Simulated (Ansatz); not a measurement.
**Na₂Ti₂Sb₂O: input and output of an SCF run**

Na₂Ti₂Sb₂O is taken as a randomly packed, unrelaxed cell, 7 atoms in the cell.

Level of theory: DFT, r2SCAN, PAW, plane waves, scalar-relativistic in Ansatz.

Input:

```yaml
crystal:
  lattice:
    - [4.481327, -0.151865, 0.86205]
    - [0.109147, 5.470475, 0.133802]
    - [0.219963, 0.483281, 6.051933]
  atoms:
    - { symbol: Sb, position: [0.910601, 0.956725, 0.805488] }
    - { symbol: Sb, position: [0.470432, 0.726076, 0.164177] }
    - { symbol: Na, position: [0.315823, 0.292125, 0.484201] }
    - { symbol: Na, position: [0.884215, 0.079529, 0.250457] }
    - { symbol: Ti, position: [0.83862, 0.446536, 0.858097] }
    - { symbol: Ti, position: [0.46241, 0.768133, 0.623508] }
    - { symbol: O, position: [0.011282, 0.700523, 0.095447] }
hamiltonian:
  xc: r2scan
  pseudopotentials: { kind: paw }
basis:
  ecutwfc: 500
kpoints:
  mp_grid: { grid: [4, 4, 3] }
scf:
  occupations: { method: gaussian, width: 0.05 }
  lower_state_search: "off"
  algorithm: density_mixing
  max_iter: 80
  mixing: { algorithm: anderson, ndim: 1, beta: 0.05, preconditioner: none }
  convergence: { dm_fallback: { after: 20 } }
output:
  forces: true
  stress: true
```

Launched as:
```sh
ansatz run input.yaml --threads 2 --pin off --max-ram 5120MiB --backend cpu --events-out ev --progress --plain --runs-dir out
```

Output (shortened):

```
Pseudopotentials: kind: paw
Pseudopotential: Sb, paw, valence charge 15, recommended cutoff 500 eV (meta_gga), Sb.paw.azcp
Pseudopotential: Na, paw, valence charge 9, recommended cutoff 500 eV (meta_gga), Na.paw.azcp
Pseudopotential: Ti, paw, valence charge 12, recommended cutoff 500 eV (meta_gga), Ti.paw.azcp
Pseudopotential: O, paw, valence charge 6, recommended cutoff 500 eV (meta_gga), O.paw.azcp
Functional definition: r2SCAN
Crystal: 7 atoms, lattice volume = 147.177 Å³
Basis set: ecut = 500 eV, 3727 PW (Γ), exchange–correlation on 144×160×180 points (64 copies of the dense FFT grid, shifted against one another)
Bands: 47, of which v1, the nominal top of the filled ones, is band 39 counted from 1 (38 counted from 0)
Symmetry: 1 space group operations
Space group: P1 (ITA 1), of the structure as read, at distance tolerance 5.3e-5 Å
k-points: 26 of 48 (time reversal used)
Non-local potential: Sb, projectors of the file, l = 0: 2, l = 1: 2, l = 2: 2, l = 3: 2
Non-local potential: Na, projectors of the file, l = 0: 3, l = 1: 2, l = 2: 1
Non-local potential: Ti, projectors of the file, l = 0: 3, l = 1: 2, l = 2: 3, l = 3: 1
Non-local potential: O, projectors of the file, l = 0: 2, l = 1: 2, l = 2: 1
PAW frozen core: Sb, regenerated for the run's functional (the file was generated under x = pbe(κ = 0.804, μ = 0.2195149727645171), c = pbe(β = 0.06672455060314922))
PAW frozen core: Na, regenerated for the run's functional (the file was generated under x = pbe(κ = 0.804, μ = 0.2195149727645171), c = pbe(β = 0.06672455060314922))
PAW frozen core: Ti, regenerated for the run's functional (the file was generated under x = pbe(κ = 0.804, μ = 0.2195149727645171), c = pbe(β = 0.06672455060314922))
PAW frozen core: O, regenerated for the run's functional (the file was generated under x = pbe(κ = 0.804, μ = 0.2195149727645171), c = pbe(β = 0.06672455060314922))
Initial density: superposition of atomic densities (neutral atoms: chi_scale 0, normalization atom), corrected by the library's trained network
Initial wavefunctions: pseudopotential atomic-orbital guess
Functional: x = r2scan, c = r2scan; τ floored in thin density (d = 2e-4 eV/Å³)
SCF iter   1: F=-21549.052740 eV  HF=-21549.324879 eV  |F-HF|=2.72e-1  |Δ(HF+E_count)|=         —  Δρ=1.67e-2  dr2=5.28e-1  dr2_τ=9.11e-2  ethr=1.77e-3  ⟨swp⟩=6.7  Hψ=5301  notcnv=0
SCF iter   2: F=-21549.263371 eV  HF=-21549.463381 eV  |F-HF|=2.00e-1  |Δ(HF+E_count)|=   1.39e-1  Δρ=1.40e-2  dr2=2.94e-1  dr2_τ=4.65e-3  ethr=6.77e-4  ⟨swp⟩=2.0  Hψ=1684  notcnv=0  defer=49
SCF iter   3: F=-21549.366945 eV  HF=-21549.448287 eV  |F-HF|=8.13e-2  |Δ(HF+E_count)|=   1.51e-2  Δρ=1.19e-2  dr2=1.63e-1  dr2_τ=4.22e-3  ethr=3.77e-4  ⟨swp⟩=2.0  Hψ=1427  notcnv=0  defer=49
SCF iter   4: F=-21549.411932 eV  HF=-21549.442435 eV  |F-HF|=3.05e-2  |Δ(HF+E_count)|=   5.85e-3  Δρ=1.06e-2  dr2=1.04e-1  dr2_τ=3.73e-3  ethr=2.10e-4  ⟨swp⟩=2.0  Hψ=1425  notcnv=0  defer=49
SCF iter   5: F=-21549.431688 eV  HF=-21549.440498 eV  |F-HF|=8.81e-3  |Δ(HF+E_count)|=   1.94e-3  Δρ=9.73e-3  dr2=7.53e-2  dr2_τ=3.36e-3  ethr=1.33e-4  ⟨swp⟩=1.0  Hψ=1277  notcnv=0  defer=49
SCF iter   6: F=-21549.440762 eV  HF=-21549.440213 eV  |F-HF|=5.50e-4  |Δ(HF+E_count)|=   2.86e-4  Δρ=9.11e-3  dr2=5.99e-2  dr2_τ=3.06e-3  ethr=9.65e-5  ⟨swp⟩=1.0  Hψ=1277  notcnv=0  defer=49
SCF iter   7: F=-21549.445366 eV  HF=-21549.440633 eV  |F-HF|=4.73e-3  |Δ(HF+E_count)|=   4.21e-4  Δρ=8.60e-3  dr2=5.03e-2  dr2_τ=2.79e-3  ethr=7.68e-5  ⟨swp⟩=1.0  Hψ=1277  notcnv=0  defer=49
SCF iter   8: F=-21549.448030 eV  HF=-21549.441361 eV  |F-HF|=6.67e-3  |Δ(HF+E_count)|=   7.28e-4  Δρ=8.15e-3  dr2=4.35e-2  dr2_τ=2.54e-3  ethr=6.45e-5  ⟨swp⟩=1.0  Hψ=1277  notcnv=0  defer=49
SCF iter   9: F=-21549.449797 eV  HF=-21549.442221 eV  |F-HF|=7.58e-3  |Δ(HF+E_count)|=   8.60e-4  Δρ=7.74e-3  dr2=3.81e-2  dr2_τ=2.31e-3  ethr=5.58e-5  ⟨swp⟩=1.0  Hψ=1277  notcnv=0  defer=49
SCF iter  10: F=-21549.451099 eV  HF=-21549.443133 eV  |F-HF|=7.97e-3  |Δ(HF+E_count)|=   9.12e-4  Δρ=7.36e-3  dr2=3.37e-2  dr2_τ=2.10e-3  ethr=4.89e-5  ⟨swp⟩=1.0  Hψ=1277  notcnv=0  defer=49
SCF iter  11: F=-21549.452127 eV  HF=-21549.444057 eV  |F-HF|=8.07e-3  |Δ(HF+E_count)|=   9.23e-4  Δρ=7.01e-3  dr2=2.99e-2  dr2_τ=1.91e-3  ethr=4.32e-5  ⟨swp⟩=1.0  Hψ=1277  notcnv=0  defer=49
SCF iter  12: F=-21549.452968 eV  HF=-21549.444964 eV  |F-HF|=8.00e-3  |Δ(HF+E_count)|=   9.08e-4  Δρ=6.67e-3  dr2=2.66e-2  dr2_τ=1.73e-3  ethr=3.83e-5  ⟨swp⟩=1.0  Hψ=1277  notcnv=0  defer=49
SCF iter  13: F=-21549.453674 eV  HF=-21549.445849 eV  |F-HF|=7.82e-3  |Δ(HF+E_count)|=   8.85e-4  Δρ=6.36e-3  dr2=2.37e-2  dr2_τ=1.57e-3  ethr=3.41e-5  ⟨swp⟩=1.0  Hψ=1277  notcnv=0  defer=49
SCF iter  14: F=-21549.454276 eV  HF=-21549.446702 eV  |F-HF|=7.57e-3  |Δ(HF+E_count)|=   8.54e-4  Δρ=6.06e-3  dr2=2.12e-2  dr2_τ=1.42e-3  ethr=3.04e-5  ⟨swp⟩=1.0  Hψ=1277  notcnv=0  defer=49
SCF iter  15: F=-21549.454792 eV  HF=-21549.447519 eV  |F-HF|=7.27e-3  |Δ(HF+E_count)|=   8.17e-4  Δρ=5.77e-3  dr2=1.90e-2  dr2_τ=1.29e-3  ethr=2.72e-5  ⟨swp⟩=1.0  Hψ=1277  notcnv=0  defer=49
SCF iter  16: F=-21549.455239 eV  HF=-21549.448297 eV  |F-HF|=6.94e-3  |Δ(HF+E_count)|=   7.78e-4  Δρ=5.51e-3  dr2=1.70e-2  dr2_τ=1.17e-3  ethr=2.43e-5  ⟨swp⟩=1.0  Hψ=1277  notcnv=0  defer=49
SCF iter  17: F=-21549.455627 eV  HF=-21549.449033 eV  |F-HF|=6.59e-3  |Δ(HF+E_count)|=   7.36e-4  Δρ=5.25e-3  dr2=1.53e-2  dr2_τ=1.06e-3  ethr=2.18e-5  ⟨swp⟩=1.0  Hψ=1277  notcnv=0  defer=49
SCF iter  18: F=-21549.455963 eV  HF=-21549.449726 eV  |F-HF|=6.24e-3  |Δ(HF+E_count)|=   6.92e-4  Δρ=5.01e-3  dr2=1.38e-2  dr2_τ=9.67e-4  ethr=1.96e-5  ⟨swp⟩=1.0  Hψ=1277  notcnv=0  defer=49
SCF iter  19: F=-21549.456259 eV  HF=-21549.450378 eV  |F-HF|=5.88e-3  |Δ(HF+E_count)|=   6.53e-4  Δρ=4.78e-3  dr2=1.24e-2  dr2_τ=8.78e-4  ethr=1.76e-5  ⟨swp⟩=1.0  Hψ=1277  notcnv=0  defer=49
SCF iter  20: F=-21549.456517 eV  HF=-21549.450989 eV  |F-HF|=5.53e-3  |Δ(HF+E_count)|=   6.11e-4  Δρ=4.56e-3  dr2=1.12e-2  dr2_τ=7.98e-4  ethr=1.59e-5  ⟨swp⟩=1.0  Hψ=1277  notcnv=0  defer=49
WARN: density mixing stalled (dr2 = 1.12e-2 eV after 20 iterations); switching to direct minimisation
SCF iter  21: F=-21549.456754 eV  HF=-21549.451569 eV  |F-HF|=5.19e-3  |Δ(HF+E_count)|=   5.79e-4  Δρ=4.36e-3  dr2=1.01e-2  dr2_τ=7.25e-4  ethr=1.28e-6  ⟨swp⟩=7.1  Hψ=3722  notcnv=0
Mixer restart at iter 21: flushing history
SCF iter  22: F=-21549.458536 eV  HF=-21549.458922 eV  |F-HF|=3.86e-4  |Δ(HF+E_count)|=   7.35e-3  Δρ=6.13e-4  dr2=5.29e-4  dr2_τ=1.08e-5  ethr=1.28e-6  ⟨swp⟩=5.3  Hψ=7577  notcnv=0
SCF iter  23: F=-21549.458794 eV  HF=-21549.458801 eV  |F-HF|=7.24e-6  |Δ(HF+E_count)|=   1.21e-4  Δρ=8.91e-5  dr2=1.23e-5  dr2_τ=5.91e-7  ethr=6.78e-7  ⟨swp⟩=4.0  Hψ=4617  notcnv=0
SCF iter  24: F=-21549.458799 eV  HF=-21549.458800 eV  |F-HF|=3.33e-7  |Δ(HF+E_count)|=   1.34e-6  Δρ=1.52e-5  dr2=4.19e-7  dr2_τ=2.03e-8  ethr=1.58e-8  ⟨swp⟩=3.0  Hψ=3031  notcnv=0
SCF iter  25: F=-21549.458800 eV  HF=-21549.458800 eV  |F-HF|=2.29e-8  |Δ(HF+E_count)|=   4.46e-8  Δρ=4.23e-6  dr2=2.74e-8  dr2_τ=1.59e-9  ethr=1.28e-10  ⟨swp⟩=4.0  Hψ=4838  notcnv=0
SCF 1 converged in 25 iterations: F = -21549.458800 eV  dr2 = 2.74e-8
  greatest PAW one-centre occupation: 1.002 electrons in one spin orbital (limit 2), on the Ti atom at site 4 (counted from 0), in its partial waves of l = 1
SCF converged after 25 iterations
Stability not checked: this state was not tested for a lower state beside it, because a direct minimisation reached the state, and no test of it is asked (direct_minimisation; see scf.lower_state_search)
Free energy (F): -21549.458800 eV
Harris-Foulkes:  -21549.458800 eV  (|F-HF|=2.29e-8)
Internal energy: -21549.452200 eV  (E = F + TS)
E sigma→0 (E₀):  -21549.455500 eV
Entropy (-TS):   -0.006599 eV (-0.943 meV/atom)
Fermi energy:    9.077047 eV
--- Per-component energies (eV) ---
  E_band       = -1218.638768
  E_kinetic    = 1380.692050
  E_local      = -8513.291016  (includes V_loc(G=0)·N_el)
  E_nonlocal   = 1029.377758
  E_hartree    = 3523.269448
  E_xc         = -587.479177
  E_vxc        = -686.916430  (∫ρ·V_xc dr)
  E_paw        = -12017.028757  (= ΣΔE_a)
  E_vpaw       = -1523.483610  (= ΣTr[D̂ρ^β])
  E_aug_tail   = 0.001142  (compensation charges beyond the density's cutoff)
  E_vtau       = 48.433594  (kinetic-family band-sum trace: ∫τ·v_τ [+ j·A + Jᵃ·Aᵃ] dr)
  E_ewald      = -6365.414332
  E_core_change = 0.420684  (= ΣΔE_core)
  E_smearing   = -0.006599  (= −TS)
  E_closure    = -0.000000  (closes the sum)
  Σ components = -21549.458800   (vs F -21549.458800, Δ=0.00e0)
--- Forces (eV/Å), atoms counted from 1 ---
  atom   1  Sb     0.81207414     1.46969172    -2.40620664
  atom   2  Sb    -1.68907918    -1.34966556     0.83755482
  atom   3  Na     0.41772487    -0.02923482    -0.11440607
  atom   4  Na     0.92337207     0.38157808     0.65530331
  atom   5  Ti     0.05695229     1.25618011     0.40923787
  atom   6  Ti    -0.20733807    -0.83366067     0.74711952
  atom   7  O     -0.31363158    -0.89488365    -0.12873355
  max |Σ_I F_I| component: 1.31e-4 eV/Å
--- Stress (GPa, compression-positive) ---
        5.451508       2.612770      -5.964207
        2.612770       5.286388      -5.133273
       -5.964208      -5.133273       5.203054
  P = ⅓ Tr σ = 5.3137 GPa (53.137 kbar)
--- Band table (eV; the first three rows and the last of 26) ---
k-point 0: bands = ["-50.5674", "-50.4514", "-46.4071", "-45.9672", "-25.9311", "-25.8040", "-25.7930", "-25.7397", "-25.6587", "-25.5481", "-21.2090", "-21.1973", "-21.1006", "-20.9688", "-20.9576", "-20.9048", "-20.8657", "-20.8396", "-20.7383", "-20.7349", "-16.8757", "-16.8412", "-16.8293", "-16.4168", "-16.4032", "-16.3929", "-11.2295", "-2.0690", "-0.0212", "2.1604", "3.5525", "3.8754", "5.4213", "5.9519", "7.0422", "7.8440", "8.1160", "8.5201", "8.9099", "9.3195", "9.4608", "9.9929", "10.2413", "10.5048", "10.7596", "10.8138", [...]
k-point 1: bands = ["-50.5674", "-50.4514", "-46.4070", "-45.9672", "-25.9312", "-25.8046", "-25.7939", "-25.7402", "-25.6587", "-25.5478", "-21.2080", "-21.1975", "-21.1006", "-20.9682", "-20.9566", "-20.9052", "-20.8655", "-20.8389", "-20.7383", "-20.7353", "-16.8756", "-16.8411", "-16.8291", "-16.4170", "-16.4032", "-16.3930", "-11.2253", "-1.9738", "-0.2303", "2.1620", "3.5351", "4.0072", "5.5337", "5.9911", "6.8655", "7.5976", "7.9637", "8.5571", "8.8149", "9.3359", "9.7324", "10.0518", "10.2547", "10.5472", "10.7476", "11.2095", [...]
k-point 2: bands = ["-50.5673", "-50.4514", "-46.4071", "-45.9673", "-25.9340", "-25.8044", "-25.7930", "-25.7407", "-25.6594", "-25.5484", "-21.2090", "-21.1975", "-21.1004", "-20.9689", "-20.9567", "-20.9047", "-20.8619", "-20.8389", "-20.7379", "-20.7325", "-16.8758", "-16.8413", "-16.8297", "-16.4168", "-16.4038", "-16.3930", "-11.2246", "-1.9635", "-0.0247", "2.1097", "3.4278", "3.8201", "5.2725", "5.7634", "6.8305", "7.8624", "8.1656", "8.5448", "8.8783", "9.5191", "9.6975", "10.0320", "10.2240", "10.3801", "10.6347", "11.0777", [...]
k-point 25: bands = ["-50.5665", "-50.4521", "-46.4069", "-45.9673", "-25.9369", "-25.8183", "-25.7930", "-25.7348", "-25.6620", "-25.5432", "-21.2054", "-21.1781", "-21.1019", "-20.9714", "-20.9546", "-20.9056", "-20.8586", "-20.8397", "-20.7429", "-20.7299", "-16.8789", "-16.8411", "-16.8325", "-16.4175", "-16.4025", "-16.3932", "-11.1782", "-2.5532", "-0.3699", "3.4135", "3.8389", "4.2137", "5.2433", "5.6199", "6.7463", "7.2269", "8.1060", "8.5470", "8.5984", "9.3921", "9.5820", "9.7994", "10.0952", "10.3630", "10.7110", "10.9836", [...]
```

A semilocal functional without U tends to delocalise d and f electrons, and can give a metal where the real compound is an insulator.

The run took 2.3 min on 2 threads of Arm Neoverse V1, on a shared host, peak memory 0.93 GiB.
